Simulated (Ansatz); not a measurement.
CuI:
```yaml
crystal:
  lattice:
    - [0.00000, 3.01145, 3.01145]
    - [3.01145, 0.00000, 3.01145]
    - [3.01145, 3.01145, 0.00000]
  atoms:
    - { symbol: I, position: [0.75000, 0.75000, 0.75000] }
    - { symbol: Cu, position: [0.00000, 0.00000, 0.00000] }
```

r²SCAN (plane waves, PAW; program Ansatz) gives a gap of 1.67 eV without spin–orbit coupling, maximum at Γ, minimum at Γ.

Problem. What happens when spin–orbit coupling is switched on?

Solution. The gap falls by 0.15 eV, to 1.52 eV; maximum on the Γ–X line, 1 % of the way from Γ, minimum at Γ.

Problem. How large is the spin–orbit splitting of the valence top at Γ?

Solution. The fourfold level lies 0.40 eV above the split-off pair.

Space group F-43m (zinc blende). Symmetry was held in the r²SCAN relaxation; phonons on a q-mesh show no instability. No spin polarisation was allowed.

Potentials: the later of the program's two PAW sets.
